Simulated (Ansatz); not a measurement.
One crystal and one scan (energy against volume) at two levels, PBE (plane waves to 420 eV, PAW, scalar-relativistic; Ansatz, a first-principles code) and r2SCAN (plane waves to 500 eV, PAW, scalar-relativistic; Ansatz), each from its own relaxed cell and on its own mesh. The cell shown is that of PBE.

ZnCu$_{2}$SnS$_{4}$ (kesterite type, space group I-4)

```
ZnCu2SnS4
1.0
   -2.73424     2.73424     5.46757
    2.73424    -2.73424     5.46757
    2.73424     2.73424    -5.46757
Cu Zn Sn S
2 1 1 4
Direct
  0.00000   0.00000   0.00000
  0.75000   0.25000   0.50000
  0.25000   0.75000   0.50000
  0.50000   0.50000   0.00000
  0.63691   0.62896   0.52468
  0.10428   0.11223   0.47532
  0.37104   0.89572   0.00795
  0.88777   0.36309   0.99205
```

E(V) scan at fixed shape, V₀ the volume above. The atoms relax within the cell's symmetry.

Energies are smeared free energies. The PAW data are Ansatz's earlier set. ZnCu2SnS4 is run without spin polarisation. ZnCu2SnS4 was relaxed with its symmetry unable to fall. With the shape held, the modulus is that of even scaling; a crystal free to change shape is softer. Percentages come from the unrounded values. Both scans cover V/V₀ from 0.940 to 1.060.

Results of PBE:

* **Lattice constant a (Å)**: 5.468
* **Lattice constant c (Å)**: 10.94
* **Relaxed volume (Å³/atom)**: 20.44
* **Pressure at the smallest volume (GPa)**: 4.9
* **Bulk modulus at fixed cell shape B₀ (third-order Birch-Murnaghan fit) (GPa)**: 68.0
* **Pressure for 5 % compression (fit) (GPa)**: 3.9

### Question
What does r2SCAN give for the same quantities?

### Answer
```
quantity                                                                     r2SCAN     PBE − r2SCAN
---------------------------------------------------------------------------  ------  ---------------
Lattice constant a (Å)                                                        5.414  +0.054 (+1.0 %)
Lattice constant c (Å)                                                        10.82   +0.12 (+1.0 %)
Relaxed volume (Å³/atom)                                                      19.83   +0.61 (+3.1 %)
Pressure at the smallest volume (GPa)                                           5.5     -0.6 (-11 %)
Bulk modulus at fixed cell shape B₀ (third-order Birch-Murnaghan fit) (GPa)    77.0     -9.0 (-12 %)
Pressure for 5 % compression (fit) (GPa)                                        4.5     -0.6 (-12 %)
```

PBE gives the higher value for: lattice constant a; lattice constant c; relaxed volume. PBE gives the lower value for: pressure at the smallest volume; bulk modulus at fixed cell shape B₀; pressure for 5 % compression. (PBE) At this level the bands of ZnCu2SnS4 touch or barely overlap; measurements give the solid a gap. Neither level is exact: the differences show how much the result hangs on the functional.

(Under strain, the slope of the energy per volume gives the stress and its curvature an elastic modulus.)
